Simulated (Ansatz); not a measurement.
ZnInNO:
```cif
data_InNOZn
_chemical_formula_sum 'In1 Zn1 O1 N1'
_space_group_name_H-M_alt 'P3m1'
_space_group_IT_number 156
_space_group_name_Hall 'P 3 -2"'
_cell_length_a 3.48353
_cell_length_b 3.48353
_cell_length_c 5.48243
_cell_angle_alpha 90.000
_cell_angle_beta 90.000
_cell_angle_gamma 120.000
loop_
_atom_site_label
_atom_site_type_symbol
_atom_site_symmetry_multiplicity
_atom_site_Wyckoff_symbol
_atom_site_fract_x
_atom_site_fract_y
_atom_site_fract_z
_atom_site_occupancy
In1 In 1 b 0.33333 0.66667 0.51030 1
Zn1 Zn 1 c 0.66667 0.33333 0.99546 1
O1 O 1 b 0.33333 0.66667 0.11271 1
N1 N 1 c 0.66667 0.33333 0.63152 1
```

Relaxed with PBE.

Question: Which orbitals make up the states near the Fermi level in PBE in the plane-wave PAW code Ansatz?

Answer: Within 0.5 eV of the Fermi level: N 2p 77 %, O 2p 10 %, In 5p 5 %. Projections are on Löwdin-orthogonalised atomic valence shells; empty p or d shells of many metals are not among them.

Question: Tabulate the density of states.

Answer: States/eV per cell of 4 atoms, in 0.25 eV bins, energy from the Fermi level.

```csv
E (eV),total,Zn 3d,O 2p,N 2p
-7.85,0.00,0.00,0.00,0.00
-7.60,0.00,0.00,0.00,0.00
-7.35,0.00,0.00,0.00,0.00
-7.10,0.00,0.00,0.00,0.00
-6.85,0.00,0.00,0.00,0.00
-6.60,0.00,0.00,0.00,0.00
-6.35,0.00,0.00,0.00,0.00
-6.10,3.19,1.88,0.42,0.41
-5.85,7.05,5.17,1.07,0.31
-5.60,10.91,8.72,1.39,0.35
-5.35,7.87,6.61,0.38,0.46
-5.10,11.10,10.47,0.15,0.26
-4.85,1.15,0.45,0.29,0.17
-4.60,3.57,1.06,0.91,0.69
-4.35,2.76,0.95,0.65,0.49
-4.10,2.89,0.75,0.95,0.44
-3.85,1.87,0.43,0.62,0.33
-3.60,1.45,0.26,0.50,0.30
-3.35,1.80,0.25,0.75,0.38
-3.10,1.94,0.26,0.85,0.40
-2.85,2.48,0.29,1.13,0.55
-2.60,2.92,0.29,1.46,0.68
-2.35,3.24,0.29,1.77,0.72
-2.10,3.04,0.26,1.68,0.71
-1.85,2.71,0.23,1.35,0.78
-1.60,2.97,0.26,1.24,1.11
-1.35,3.54,0.25,1.03,1.82
-1.10,4.99,0.32,1.23,2.94
-0.85,2.05,0.10,0.51,1.22
-0.60,1.33,0.05,0.26,0.88
-0.35,0.86,0.02,0.08,0.67
-0.10,0.33,0.01,0.02,0.27
0.15,0.00,0.00,0.00,0.00
0.40,0.02,0.00,0.00,0.01
0.65,0.04,0.00,0.00,0.01
0.90,0.06,0.00,0.01,0.01
1.15,0.09,0.00,0.01,0.02
1.40,0.13,0.00,0.02,0.03
1.65,0.17,0.00,0.03,0.03
1.90,0.22,0.00,0.03,0.04
2.15,0.28,0.00,0.04,0.05
2.40,0.36,0.00,0.05,0.07
2.65,0.42,0.00,0.06,0.08
2.90,0.53,0.00,0.07,0.10
3.15,0.68,0.00,0.08,0.12
3.40,0.91,0.00,0.09,0.15
3.65,1.32,0.00,0.11,0.17
3.90,1.26,0.00,0.11,0.15
4.15,1.07,0.00,0.10,0.13
4.40,1.08,0.00,0.09,0.12
4.65,1.19,0.00,0.09,0.13
```

The start of the workflow was typed in or built on a structure type; neither database checked (COD, Materials Project) lists it. Whether it is the stable phase at ambient conditions was not checked. Symmetry was held in the PBE relaxation; whether a distortion lowers the energy is not shown. Scalar-relativistic: spin–orbit coupling is off unless named, which matters more the heavier the elements.

Potentials: the earlier of the program's two PAW sets.
